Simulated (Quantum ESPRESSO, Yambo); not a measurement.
HgZnS2 (space group R3m, No. 160): one geometry, one set of PBEsol (Quantum ESPRESSO, PseudoDojo norm-conserving, 84 Ry, with spin-orbit coupling) orbitals, self-energies from Yambo (4×4×4 Γ-centred k mesh, bands 17 to 222 and a 6 Ry block in the screening, 222 bands in G with the Bruneval-Gonze terminator, plasmon pole fitted at 27.2 eV).

```
level                                                        gap Γ → Γ (eV)
-----------------------------------------------------------  --------------
PBEsol (Quantum ESPRESSO)                                              0.35
exchange only (Hartree-Fock self-energy on PBEsol orbitals)             ___
static COHSEX@PBEsol                                                    ___
G0W0@PBEsol, plasmon pole                                              1.15
```

Problem. Some entries are withheld; supply them.

Solution. 
- exchange only (Hartree-Fock self-energy on PBEsol orbitals), gap Γ → Γ (eV): 6.86
- static COHSEX@PBEsol, gap Γ → Γ (eV): 1.39

Bare exchange has no screening and gives the widest gap; static COHSEX screens it but leaves out the frequency dependence, which G0W0 restores. All rows use the PBEsol edge points; in the exchange only run other k points give a smaller gap, 6.76 eV.

Convergence of the G0W0 settings was not tested.

Geometry relaxed with PBEsol; primitive cell a = 6.9261 Å, b = 6.9261 Å, c = 6.9261 Å, α = 33.14°, β = 33.14°, γ = 33.14°.

The structure is a Materials Project entry; no match was found in the copy of COD used, and its stability was not checked.
